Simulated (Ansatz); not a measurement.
Data:

Relaxed C (graphite type, space group P6_3/mmc):

```
C
1.0
    2.45522     0.00000     0.00000
   -1.22761     2.12628     0.00000
    0.00000     0.00000     6.67049
C
4
Direct
  0.00000   0.00000   0.25000
  0.00000   0.00000   0.75000
  0.33333   0.66667   0.25000
  0.66667   0.33333   0.75000
```

In this cell atom 2 (C, nearest neighbour C at 1.418 Å; its periodic images, 2.5 Å or more away, move with it) is moved by s towards the nearest neighbour, unit vector (-0.866, 0.500, 0.000); all other atoms and the cell stay fixed.

These are r2SCAN+rVV10 (plane waves to 500 eV, PAW, scalar-relativistic; Ansatz, a first-principles code) values and carry that method's errors. k mesh 12×12×4 (Γ-centred), Fermi-Dirac smearing 0.05 eV. Energies are smeared free energies. Left out: 1 of 11 points, with atoms too close for the PAW data. With partly filled bands, energies and forces of such displacements shift with the k mesh and the smearing. C was relaxed with its symmetry unable to fall. The PAW data are Ansatz's earlier set. The zero of ΔE is the undisplaced structure.

The scan covers s from -0.280 to 0.224 Å in 10 points.

### Question
Is the energy the same for displacements of ±0.224 Å, and if not, which side lies higher?

### Answer
Not even: the positive side lies higher at ±0.224 Å. With its periodic images moving along, the atom's site symmetry in this cell is -6m2.

### Question
What is the energy change at s = 0.224 Å?

### Answer
1666 meV/cell.

### Question
What force acts on the atom along the line at s = -0.280 Å?

### Answer
8.46 eV/Å.

### Question
What is the force constant k = d²E/ds² of this move at s = 0?

### Answer
55.5 eV/Å².

(A displaced cell: forces are minus the slopes of the energy, force constants its curvatures, and phonons follow from these.)
